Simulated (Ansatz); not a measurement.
LaTl:
```yaml
crystal:
  lattice:
    - [3.97679, 0.00000, 0.00000]
    - [0.00000, 3.97679, 0.00000]
    - [0.00000, 0.00000, 3.97679]
  atoms:
    - { symbol: Tl, position: [0.50000, 0.50000, 0.50000] }
    - { symbol: La, position: [0.00000, 0.00000, 0.00000] }
```

Relaxed with r²SCAN.

Map the valence electron density (e/Å³), cut off at 2 on the plane through (0.500, 0.500, 0.500) spanned by u = [1, 0, 0] and v = [0, 1, 1] in lattice vectors, from r²SCAN in the plane-wave PAW code Ansatz.

x is the fraction of u, y of v (the angle between them is 90°; rows are the nearest grid lines); atoms in the plane: Tl at (0.00, 0.00), La at (0.50, 0.50).
```
|999973100000001379999|
|999962100000001269999|
|999942100000001249999|
|764311000000000113467|
|322110000000000011223|
|111000000000000000111|
|000000000000000000000|
|000000112333211000000|
|000001235666532100000|
|000001357888753100000|
|000012578777875210000|
|000013687666786310000|
|000013687666786310000|
|000012578777875210000|
|000001357888753100000|
|000001235666532100000|
|000000112333211000000|
|000000000000000000000|
|111000000000000000111|
|322110000000000011223|
|764311000000000113467|
|999942100000001249999|
|999962100000001269999|
|999973100000001379999|
```
Scale: ten equal steps from 0.065 (start of '0') to 2.00 (end of '9'), in the order '0123456789'; x runs from 0.000 to 1.00, y from 0.000 (bottom) to 1.00 (top).

The density is the valence pseudo-density with augmentation charge, so density and ELF within about 1 Å of a nucleus are not all-electron values.

Space group Pm-3m (CsCl type). The workflow started from an entry of the Crystallography Open Database (COD). Its standing as an ambient phase is unchecked. The r²SCAN relaxation kept the symmetry of its start; its stability against distortions is not shown here. Scalar-relativistic: spin–orbit coupling is off unless named, which matters more the heavier the elements.

Potentials: the later of the program's two PAW sets.
